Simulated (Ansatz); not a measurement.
Data:

ScPt₃:
```
CELL_PARAMETERS angstrom
      3.92156     0.00000     0.00000
      0.00000     3.92156     0.00000
      0.00000     0.00000     3.92156
ATOMIC_POSITIONS crystal
  Sc 0.00000 0.00000 0.00000
  Pt 0.50000 0.50000 0.00000
  Pt 0.00000 0.50000 0.50000
  Pt 0.50000 0.00000 0.50000
```

This is the LDA-relaxed structure.

**Question.** All from LDA in the plane-wave PAW code Ansatz, unless another level is named. Estimate the density of states at the Fermi level.

**Answer.** 0.74 states/eV per atom (mean over ±0.08 eV).

**Question.** What about the formation energy from the elements (no fitted shifts)?

**Answer.** -1.10 eV/atom.

Space group Pm-3m (Cu3Au type). The first step of the workflow began from a Materials Project structure, measured or hypothetical; the Crystallography Open Database files this formula in space group No. 221, but the cells were not matched. Whether it is the stable phase at ambient conditions was not checked. The cell was relaxed with LDA under the symmetry of its start; whether a distortion lowers the energy is not shown. No spin polarisation was allowed. The references are the lowest solids computed at this level, not always the standard phases. Spin–orbit coupling is left out wherever it is not named.

Potentials: the later of the program's two PAW sets.
